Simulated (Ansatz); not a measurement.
The relaxed structure here is a generated cell of SrTiO3: the first start was made by placing the elements on the sites of a structure type, and the end was not matched to a known phase here, so it may be hypothetical. Known forms of SrTiO3 include space group No. 221.

The end point of a relaxation of SrTiO3. Space group P2₁ (No. 4). Computed with r2SCAN (plane waves to 500 eV, PAW, scalar-relativistic; Ansatz, a first-principles code).

```xyz
10
Lattice="5.5252 0.0000 0.0000 0.0000 5.3042 0.0000 -2.0791 0.0000 5.9500" Properties=species:S:1:pos:R:3 pbc="T T T"
Sr     2.5469     5.0694     1.4354
Sr     0.8991     2.4173     4.5146
Ti     3.2359     0.0136     5.3512
Ti     0.2101     2.6657     0.5987
O      4.3572     1.2538     0.4929
O     -0.8216     1.2305     5.7958
O      2.5579     0.3982     3.7811
O     -0.9112     3.9059     5.4571
O      4.2676     3.8826     0.1542
O      0.8881     3.0503     2.1689
```

Give the band gap at the level r2SCAN.

4.31 eV, direct within 0.03 eV (at A) (no spin-orbit coupling).

Estimate the smallest direct gap that r2SCAN returns for this input.

4.33 eV at A.

No spin polarisation in the result.

It was reached from a disturbed copy of a P6₃/mmc (No. 194) cell, against which it lies -166 meV/atom.
